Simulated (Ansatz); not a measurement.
Relaxed SnO (litharge type, space group P4/nmm):

```yaml
crystal:
  lattice:
    - [3.83618, 0.00000, 0.00000]
    - [0.00000, 3.83618, 0.00000]
    - [0.00000, 0.00000, 4.75736]
  atoms:
    - { symbol: Sn, position: [0.50000, 0.00000, 0.24343] }
    - { symbol: Sn, position: [0.00000, 0.50000, 0.75657] }
    - { symbol: O, position: [0.00000, 0.00000, 0.00000] }
    - { symbol: O, position: [0.50000, 0.50000, 0.00000] }
```

In this cell atom 4 (O, nearest neighbour Sn at 2.241 Å; its periodic images, 3.8 Å or more away, move with it) is moved by s along Cartesian [110], unit vector (0.707, 0.707, 0.000); all other atoms and the cell stay fixed.

The numbers are results of PBE-D3(BJ) (plane waves to 420 eV, PAW, scalar-relativistic; Ansatz, a quantum-chemistry and plane-wave program), not measurements. k mesh 10×10×8 (Γ-centred), Fermi-Dirac smearing 0.05 eV. The energy includes the smearing's −TS. With partly filled bands, energies and forces of such displacements shift with the k mesh and the smearing. At this level the bands of SnO touch or barely overlap; measurements give the solid a gap. SnO was relaxed with its symmetry unable to fall. The PAW data are Ansatz's earlier set. ΔE is measured from the undisplaced structure. The last digit holds for this mesh only.

```
s (Å)   ΔE (meV/cell)
------  -------------
-0.220          190.2
-0.176          120.6
-0.132       withheld
-0.088           29.7
-0.044            7.4
0.000             0.0
0.044             7.4
0.088            29.7
0.132        withheld
0.176           120.6
0.220           190.2
```

### Question
Fit an even polynomial form (powers 2, 4) to the given rows and predict ΔE at s = -0.132.

### Answer
Least squares on the 9 given rows: ΔE = (3825)·s² + (2165)·s⁴, in meV/cell with s in Å; root-mean-square residual 0.03 meV/cell. At -0.132 the fit gives 67.3 meV/cell; the calculation gives 67.3 meV/cell, the same to the digits shown. The quadratic term alone would give 66.6 meV/cell.

(For displaced atoms, the force is minus the slope of the energy, and its curvature is a force constant, which sets phonon frequencies.)
